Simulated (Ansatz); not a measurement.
Structure relaxation, P2W

The start is a generated cell, P2W built in the AFLOW prototype AB2_tI6_139_a_e (C11_b, as in Si2Mo). The structure is fully relaxed (lattice and positions, P = 0) with PBE (plane waves to 420 eV, PAW, scalar-relativistic; Ansatz, a first-principles code). First-step values are on the input's coarse k-mesh.

Ansatz input (later rounds restart from its end on a renewed k-mesh):
Ansatz 0.2 input:
```yaml
crystal:
  lattice:
    - [-1.6530492, 1.6530492, 4.0459081]
    - [1.6530492, -1.6530492, 4.0459081]
    - [1.6530492, 1.6530492, -4.0459081]
  atoms:
    - { symbol: W, position: [0, 0, 0] }
    - { symbol: P, position: [0.3353, 0.3353, 0] }
    - { symbol: P, position: [0.6647, 0.6647, 0] }
basis: { ecutwfc: 420, ecutrho_ratio: 4, xc_grid: 2, fft_grid_basis: typed }
kpoints: { mp_grid: { grid: [10, 10, 10] } }
hamiltonian:
  xc: pbe
  dispersion: none
  pseudopotentials: { kind: paw }
scf: { occupations: { method: fermi_dirac, width: 0.05 } }
relax: { f_tol: 0.01, max_steps: 100, cell: { stress_tol: 0.02 } }
output: { forces: true, stress: true }
```

### Question
How do the shortest distances between atoms change?

### Answer
The closest pairs of elements (up to four, under 3.6 Å), start → end: P–W 2.69 → 2.62 Å; P–P 2.67 → 2.63 Å; W–W 3.31 → 3.24 Å.

### Question
Is the relaxed structure metallic? Give its gap.

### Answer
No gap (metallic).

### Question
Give the final cell and atomic positions.

### Answer

Space group I4/mmm (No. 139); a = b = 3.2430 Å, c = 7.8785 Å, α = β = γ = 90.00°

```json
[
 {"atom": "W", "site": "2a", "symmetry": "4/mmm", "x": "0.0000", "y": "0.0000", "z": "0.0000"},
 {"atom": "P", "site": "4e", "symmetry": "4mm", "x": "0.0000", "y": "0.0000", "z": "0.3321"}
]
```
(The calculation used a cell of 3 atoms; values per cell refer to that cell.)

The space group stays I4/mmm (No. 139) (the run could not lower it); the end is AFLOW prototype AB2_tI6_139_a_e (C11_b, as in Si2Mo), with 3 atoms in the primitive cell. Final values are on a 20×20×20 k-mesh of the relaxed cell. No spin polarisation in the result.

The run could not lose the symmetry of its start: the end is stationary, and may be a saddle point rather than a minimum.

The relaxed structure here is a generated cell of P2W: the first start was made by placing the elements on the sites of a structure type, and the end was not matched to a known phase here, so it may be hypothetical.
